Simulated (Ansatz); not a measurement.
BeSe:
```
BeSe
1.0
    6.22906     0.00000     0.00000
    0.00000     6.22906     0.00000
    0.00000     0.00000     3.64518
Be Se
4 4
Cartesian
  2.06141   4.16765   0.00000
  4.16765   2.06141   0.00000
  5.17594   5.17594   1.82259
  1.05312   1.05312   1.82259
  1.92611   1.92611   0.00000
  4.30295   4.30295   0.00000
  1.18842   5.04064   1.82259
  5.04064   1.18842   1.82259
```

Relaxed with PBEsol. Special points in fractions of this cell's reciprocal vectors: Γ (0.000, 0.000, 0.000); X (0.000, 0.500, 0.000); M (0.500, 0.500, 0.000); Z (0.000, 0.000, 0.500); R (0.000, 0.500, 0.500); A (0.500, 0.500, 0.500).

**Question.** List the band energies nearest the valence-band maximum at these points for PBEsol with spin–orbit coupling (plane waves, PAW; program Ansatz).

**Answer.** In eV from the valence-band maximum; about four levels below and three above (degenerate sets whole), none deeper than 8.9 eV; points with the same levels are listed once.

```csv
k,below,above
Γ,-0.10 -0.10 0.00 0.00,3.16 3.16 3.96 3.96
X,-0.79 -0.79 -0.79 -0.79,3.79 3.79 3.79 3.79
M,-1.50 -1.50 -1.50 -1.50,3.82 3.82 3.82 3.82
Z,-2.07 -2.07 -2.07 -2.07,3.44 3.44 3.44 3.44
R,-1.33 -1.33 -1.32 -1.32,3.51 3.51 3.51 3.51
A,-1.43 -1.43 -1.43 -1.43,3.07 3.07 3.07 3.07
```

Space group P4_2/mnm. The start of the workflow was typed in or built on a structure type; neither database checked (COD, Materials Project) lists it. COD files the formula under space group No. 216. Its standing as an ambient phase is unchecked. Symmetry was held in the PBEsol relaxation; its stability against distortions is not shown here.

Potentials: the earlier of the program's two PAW sets. The files were generated under PBE; for other functionals the program regenerates the frozen cores, and for LDA and PBEsol the local potential too.
